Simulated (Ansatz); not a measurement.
The relaxed structure here is a generated cell of ScCo: the first start was made by placing the elements on the sites of a structure type, and the end was not matched to a known phase here, so it may be hypothetical.

A relaxed cell of ScCo (P6₃/mmc (No. 194)), relaxed on a k-mesh at least as fine as the one used below. Calculation: PBE (plane waves to 420 eV, PAW, scalar-relativistic; Ansatz, an electronic-structure program). Γ-centred k-mesh 5×9×7 on the run's cell (coarser than for final values), Fermi–Dirac smearing 0.05 eV.

```yaml
crystal:
  lattice:
    - [8.43233, 0.00000, 0.00000]
    - [-2.10808, 3.65131, 0.00000]
    - [0.00000, 0.00000, 4.52466]
  atoms:
    - { symbol: Co, position: [0.00000, 0.00000, 0.00000] }
    - { symbol: Co, position: [0.50000, 0.00000, 0.00000] }
    - { symbol: Co, position: [0.00000, 0.00000, 0.50000] }
    - { symbol: Co, position: [0.50000, 0.00000, 0.50000] }
    - { symbol: Sc, position: [0.16667, 0.66667, 0.25000] }
    - { symbol: Sc, position: [0.66667, 0.66667, 0.25000] }
    - { symbol: Sc, position: [0.33333, 0.33333, 0.75000] }
    - { symbol: Sc, position: [0.83333, 0.33333, 0.75000] }
```
Spin-polarised start, with parallel moments on Co.

The atoms are displaced by (Å):

```tsv
atom	ux	uy	uz
Co1	-0.025	-0.023	-0.050
Co2	-0.162	-0.014	-0.166
Co3	-0.045	-0.022	0.103
Co4	0.054	0.115	-0.001
Sc5	0.016	0.075	0.025
Sc6	0.126	0.057	-0.033
Sc7	0.077	0.090	-0.159
Sc8	0.081	0.049	-0.007
```

Question: What forces (eV/Å) and pressure result?

Answer: 
```csv
atom,Fx,Fy,Fz
Co1,0.50,0.43,1.77
Co2,0.69,0.21,1.96
Co3,0.56,0.40,-1.87
Co4,0.18,-0.18,-1.91
Sc5,-0.16,-0.27,-0.28
Sc6,-0.69,-0.15,-0.22
Sc7,-0.60,-0.13,0.42
Sc8,-0.48,-0.31,0.14
```

Pressure +1.7 GPa.

Question: Estimate the energy cost of the displacement in the harmonic approximation and compare with the calculation.

Answer: For a harmonic well ΔE = −½ Σ F·u = 0.542 eV a cell, or 68 meV/atom. The calculated energy relative to the undisplaced cell is +0.07 eV/atom, so the harmonic estimate holds well.

Spin state reached: ferrimagnetic (net 0.26 μB/atom), from parallel starting moments; other spin orders were not run from this start.

The run that gave the undisplaced cell could not lose the symmetry of its start; a randomly shaken copy of 8 atoms returns to this structure.
